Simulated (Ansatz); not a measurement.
The calculation used DFT PBE, scalar-relativistic, plane waves, PAW (Ansatz). All cells share a 420 eV cutoff and Γ-centred k meshes spaced at most about 0.3 Å⁻¹ (about 0.25 or finer for metals, 2π included). No spin polarisation in the final relaxations.

Temperature and zero-point effects are left out.

Compare these two cells of RbGa3Te2, each relaxed at this level.

A. Space group P6/mmm (No. 191), hexagonal, a = 5.692 Å, c = 6.525 Å. Rb is surrounded by 8 Ga at 3.26–3.29 Å; Ga on a site of symmetry -6m2 has 2 Te at 3.26 Å, 3 Ga at 3.29 Å and 3 Rb at 3.29 Å; Ga on a site of symmetry 6/mmm is surrounded by 2 Rb at 3.26 Å and 6 Te at 3.29 Å; Te is surrounded by 5 Ga at 3.26–3.29 Å and 3 Te at 3.29 Å.

B. Space group P4/mmm (No. 123), tetragonal, a = 5.092 Å, c = 8.579 Å. Rb has 8 Te at 3.92 Å; Ga on a site of symmetry mmm has 2 Ga at 2.55 Å; around Ga on a site of symmetry 4/mmm lie 4 Ga at 2.55 Å and 2 Te at 2.73 Å; Te is surrounded by 1 Ga at 2.73 Å, 1 Te at 3.11 Å, 4 Ga at 3.74 Å and 4 Rb at 3.92 Å.

Question: Which would you expect to be lower, and how large is the difference?

Answer: B is lower, by 0.30 eV/atom. A has space group P6/mmm (No. 191), 30.5 Å³/atom and no gap on its mesh; B has space group P4/mmm (No. 123), 37.1 Å³/atom and no gap. Counting Te atoms around Ga and Rb (those within 1.25 times the shortest such distance or 1.15 times the sum of covalent radii; the shortest distance is added where it is long for a bond; a slash parts the counts of unlike sites), A has Rb 12 from 4.6 Å, Ga 2 from 3.3 Å/6 from 3.3 Å and B has Rb 8, Ga 2/4 from 3.7 Å. The lower one is the more open, so pressure narrows the difference. Both come from invented guesses. A third cell relaxed alike, in Cmmm, lies 203 meV/atom below the lower of the two.

These runs have no spin–orbit coupling, which can matter for Te. Cells relaxed within their symmetry can be saddle points.
